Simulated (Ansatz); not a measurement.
MnPd (L1₀ or tetragonal B2, P4/mmm) at seven volumes, PBEsol (plane waves, PAW; program Ansatz), shape and atoms relaxed at each. One row is withheld.

| V (Å³/atom) | P (GPa) |
|---|---|
| 12.598 | ? |
| 13.013 | 11.75 |
| 13.428 | 5.36 |
| 13.844 | 0.00 |
| 14.259 | -4.47 |
| 14.674 | -8.21 |
| 15.089 | -11.33 |

Problem. Fit the shown pressures and predict the withheld one.

Solution. P = (3/2)B₀(x^(7/2) − x^(5/2))[1 + (3/4)(B′ − 4)(x − 1)] with x = (V₀/V)^(2/3). Least squares on the six rows gives V₀ = 13.844 Å³/atom, B₀ = 163 GPa, B′ = 4.95. At V = 12.598, x = 1.0649 and P = 19.43 GPa. The run itself gave 19.38 GPa.

Its axis ratio c/a = 1.33 departs by over 6 % from that of the usual cell of this phase: another minimum, or an error of the functional. Symmetry was held in the PBEsol relaxation, as lowered by the spin order; whether a distortion lowers the energy is not shown. Spin order of the final state: antiferromagnetic, chosen from 5 collinear starts compared on coarse meshes (ties went to the first, and starts can fall back to one state), not a proven ground state.

Potentials: the later of the program's two PAW sets.
